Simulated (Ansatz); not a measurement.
Mg2Sn (fluorite or antifluorite type), relaxed with PBEsol (Ansatz, a quantum-chemistry and plane-wave program, plane waves, PAW): a = b = c = 6.746 Å, α = β = γ = 90.00°.

| Property | Value |
|---|---|
| ΔH_f (eV/atom) | -0.21 |
| B₀ by P(V) fit (GPa) | 43.5 |

### Question
The same phase is relaxed and computed with PBE in the same code. What are the cell and these values now?

### Answer
a = b = c = 6.8164 Å, α = β = γ = 90.00°.

- ΔH_f (eV/atom): -0.19
- B₀ by P(V) fit (GPa): 40.5

All cells were relaxed under the symmetry of their starts (and spin orders); stability against distortions was not tested throughout. Scalar-relativistic: spin–orbit coupling is off unless named, which matters more the heavier the elements.

Potentials: the later of the program's two PAW sets.

Ansatz is a plane-wave DFT program.

Formation energies count from the lowest solids of the elements computed at the same level, not from gases.
